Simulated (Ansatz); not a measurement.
AlCo:
```
AlCo
1.0
    0.00000     2.39392     2.39392
    2.39392     0.00000     2.39392
    2.39392     2.39392     0.00000
Co Al
1 1
Cartesian
  0.00000   0.00000   0.00000
  2.39392   2.39392   2.39392
```

Relaxed with PBE.

### Question
Which orbitals make up the states near the Fermi level in PBE (plane waves, PAW; program Ansatz)?

### Answer
Within 0.5 eV of the Fermi level: Co 3d 82 %, Al 3p 9 %, Co 4s 6 %. Projections are on Löwdin-orthogonalised atomic valence shells; empty p or d shells of many metals are not among them.

### Question
Tabulate the density of states.

### Answer
States/eV per cell of 2 atoms, in 0.25 eV bins, energy from the Fermi level.

```tsv
E (eV)	total	Co 3d	Al 3p	Al 3s
-7.85	0.27	0.00	0.10	0.09
-7.60	0.29	0.00	0.12	0.10
-7.35	0.31	0.01	0.13	0.11
-7.10	0.34	0.01	0.14	0.12
-6.85	0.36	0.01	0.15	0.13
-6.60	0.38	0.02	0.16	0.14
-6.35	0.41	0.02	0.17	0.15
-6.10	0.44	0.03	0.18	0.16
-5.85	0.47	0.04	0.19	0.18
-5.60	0.51	0.05	0.19	0.20
-5.35	0.59	0.07	0.20	0.25
-5.10	0.64	0.10	0.19	0.29
-4.85	0.76	0.17	0.18	0.35
-4.60	0.80	0.22	0.17	0.36
-4.35	0.68	0.21	0.15	0.29
-4.10	0.35	0.09	0.15	0.08
-3.85	0.45	0.13	0.20	0.09
-3.60	0.62	0.21	0.26	0.11
-3.35	1.01	0.37	0.45	0.13
-3.10	1.62	0.62	0.78	0.16
-2.85	1.60	0.83	0.60	0.13
-2.60	2.35	1.50	0.67	0.10
-2.35	2.56	1.90	0.51	0.07
-2.10	2.34	1.90	0.36	0.04
-1.85	3.03	2.60	0.36	0.02
-1.60	4.86	4.20	0.58	0.01
-1.35	2.39	2.17	0.17	0.01
-1.10	2.15	2.05	0.06	0.00
-0.85	2.69	2.59	0.05	0.01
-0.60	5.79	5.63	0.08	0.03
-0.35	4.45	4.13	0.16	0.06
-0.10	1.30	0.97	0.16	0.02
0.15	1.79	1.22	0.28	0.04
0.40	1.29	0.73	0.29	0.06
0.65	0.91	0.43	0.23	0.07
0.90	0.80	0.33	0.23	0.09
1.15	0.97	0.38	0.27	0.14
1.40	0.89	0.31	0.30	0.13
1.65	0.83	0.26	0.33	0.12
1.90	0.93	0.27	0.37	0.15
2.15	1.02	0.25	0.48	0.16
2.40	0.99	0.22	0.49	0.14
2.65	0.96	0.20	0.49	0.14
2.90	0.92	0.18	0.49	0.12
3.15	0.89	0.16	0.48	0.11
3.40	0.86	0.14	0.47	0.10
3.65	0.82	0.13	0.46	0.09
3.90	0.79	0.12	0.45	0.08
4.15	0.75	0.10	0.43	0.07
4.40	0.72	0.09	0.41	0.06
4.65	0.68	0.08	0.39	0.06
```

Space group Fm-3m (rock salt). The start of the workflow was typed in or built on a structure type; neither database checked (COD, Materials Project) lists it. Its standing as an ambient phase is unchecked. Symmetry was held in the PBE relaxation; whether a distortion lowers the energy is not shown. The workflow began spin-polarised and lost its moments. Its formation energy is positive at this level, so the cell may be metastable or incomplete.

Potentials: the earlier of the program's two PAW sets.
